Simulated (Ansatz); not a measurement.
Ti₂SiB₂ in space group P-6m2 (No. 187; Ti on 2h, Si on 1a, B on 1b, B on 1f), plane-wave PAW PBE (Ansatz code), all energies at zero smearing, with the estimated change up to a 700 eV cutoff added, with one set of potentials and settings (totals compare only within such a set). Cell of 5 atoms (2 Ti, 1 Si, 2 B): -5951.343 eV.

| element | reference phase | E (eV/atom) |
|---|---|---|
| Ti | P6/mmm, 3 atoms in the cell | -2499.6763 |
| Si | Fd-3m, 2 atoms in the cell | -635.8114 |
| B | R-3m, 12 atoms in the cell | -155.9170 |

Formation energy per atom, worked out: (-5951.343 − 2×(-2499.6763) − 1×(-635.8114) − 2×(-155.9170))/5 = -0.869 eV/atom (-84 kJ per mol of atoms), at 0 K, without zero-point energy or fitted corrections.

The start of the workflow was typed in or built on a structure type; neither database checked (COD, Materials Project) lists it. Its standing as an ambient phase is unchecked. The PBE relaxation kept the symmetry of its start; whether a distortion lowers the energy is not shown. No spin polarisation was allowed. The references are the lowest solids computed at this level, not always the standard phases.

Potentials: the earlier of the program's two PAW sets.
